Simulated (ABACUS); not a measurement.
A self-consistent single point of SrTiO3 (P4/mmm, 5 atoms in the cell; from Materials Project mp-5229, changed as shown) with ABACUS.

Level of theory: PBE, PseudoDojo 0.5 standard norm-conserving PBE (tails mended) pseudopotentials (plane waves; ABACUS).

The change in words: lattice vector b scaled by 0.99. Reference geometry (Pm-3m):
```
SrTiO3
1.0
    3.91270     0.00000     0.00000
    0.00000     3.91270     0.00000
    0.00000     0.00000     3.91270
Sr Ti O
1 1 3
Direct
  0.00000   0.00000   0.00000
  0.50000   0.50000   0.50000
  0.50000   0.00000   0.50000
  0.00000   0.50000   0.50000
  0.50000   0.50000   0.00000
```

Reference input (self-consistent single point, DFT, PBE, plane waves, PseudoDojo 0.5 standard norm-conserving PBE (tails mended) pseudopotentials): KPT = Gamma 6 6 6 0 0 0; basis_type = pw; dft_functional = PBE; ecutwfc = 84 Ry; smearing_method = gaussian; smearing_sigma = 0.00367493 Ry; potentials = PseudoDojo 0.5 standard norm-conserving PBE (tails mended); symmetry = 1; symmetry_prec = 1e-05; ks_solver = dav_subspace; scf_nmax = 100; scf_thr = 1.0e-09 Ry. This run's input differs from it in these lines:

```diff
@@ -29,3 +29,3 @@
    1.0000000552    0.0000000000    0.0000000000
-   0.0000000000    1.0000000552    0.0000000000
+   0.0000000000    0.9900000546    0.0000000000
    0.0000000000    0.0000000000    1.0000000552
```

Output (repeated stretches shortened):

```
 SELF-CONSISTENT
 -------------------------------------------
                                 init_chg = atomic

 PW ALGORITHM --------------- ION=   1  ELEC=   1--------------------------------

 Density error is 1.75152350013
                          Error Threshold = 0.01
 E_KohnSham     -286.1593767879      -3893.3980604445
 E_Fermi        0.7968482058         10.8416760403

 PW ALGORITHM --------------- ION=   1  ELEC=   2--------------------------------

 Density error is 22.3556820404
                          Error Threshold = 0.00437880875033
 E_KohnSham     -283.4501065980      -3856.5365484403
   [... lines left out ...]

 Density error is 2.71045120269e-08
                          Error Threshold = 4.853086234e-10
 E_KohnSham     -287.0816669060      -3905.9464612601
 E_Fermi        0.8152407815         11.0919198704

 PW ALGORITHM --------------- ION=   1  ELEC=  12--------------------------------

 Density error is 4.44408084574e-10
                          Error Threshold = 6.77612800672e-11
 E_KohnSham     -287.0816669114      -3905.9464613331
 E_KS(sigma->0) -287.0816669114      -3905.9464613331
 E_entropy(-TS) -0.0000000000        -0.0000000000
 E_Fermi        0.8152387753         11.0918925752
 charge density convergence is achieved
 final etot is -3905.9464613 eV
 EFERMI = 11.091892575 eV

 STATE ENERGY(eV) AND OCCUPATIONS    NSPIN == 1
   [... 27 lines left out ...]

 TOTAL-FORCE (eV/Angstrom)
                       Sr1         0.0000000000         0.0000000000         0.0000000000
                       Ti1         0.0000000000         0.0000000000         0.0000000000
                        O1         0.0000000000         0.0000000000         0.0000000000
                        O2         0.0000000000         0.0000000000         0.0000000000
                        O3         0.0000000000         0.0000000000         0.0000000000

 TOTAL-STRESS (KBAR)
        38.3653559494         0.0000000000         0.0000000000
         0.0000000000        63.2069156185         0.0000000000
         0.0000000000         0.0000000000        38.3653559494
 TOTAL-PRESSURE: 46.645876 KBAR

 --------------------------------------------
 !FINAL_ETOT_IS -3905.9464613330542306 eV
 --------------------------------------------
```

The run converged in 12 iterations. Against the reference run the free energy rises by 3.4 meV/atom, the pressure goes from 2.76 to 4.66 GPa and the gap on the mesh hardly changes (1.896 to 1.897 eV).

The structure comes from a collection of computed structures, made at another level of theory; the collection holds predicted forms beside known ones.

Cost on one core: around 80 core-seconds (rough).

“Tails mended”: in these copies of the files the far tail of each local potential was reset to the Coulomb form.
